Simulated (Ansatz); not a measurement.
Al₂Os:
Space group I4/mmm (No. 139); a = b = 3.157 Å, c = 8.309 Å, α = β = γ = 90.00°

| atom | site | symmetry | x | y | z |
|---|---|---|---|---|---|
| Al | 4e | 4mm | 0.0000 | 0.0000 | 0.3387 |
| Os | 2a | 4/mmm | 0.0000 | 0.0000 | 0.0000 |
(The calculation used a cell of 3 atoms; values per cell refer to that cell.)

Relaxed with r²SCAN. r²SCAN (plane waves, PAW; program Ansatz) gives a gap of 0.46 eV.

### Question
What gap does HSE06 give on the same cell (Ansatz, PAW)?

### Answer
0.99 eV, 0.53 eV more. The hybrid was solved on a coarser mesh and at special points; the gap given is the minimum over both.

Cost on shared cores: the r²SCAN run (SCF on a 12×12×12 mesh, then bands and DOS) around 60 core-seconds (rough), the HSE06 run (SCF on 9×9×9, then a few points) roughly 2.6 core-minutes; the tasks are unlike.

The workflow started from a Materials Project entry (that database holds measured and hypothetical structures alike); the Crystallography Open Database copy checked does not list it. Whether it is the stable phase at ambient conditions was not checked. The cell was relaxed with r²SCAN under the symmetry of its start; whether a distortion lowers the energy is not shown. No spin polarisation was allowed. Scalar-relativistic: spin–orbit coupling is off unless named, which matters more the heavier the elements.

Potentials: the later of the program's two PAW sets.
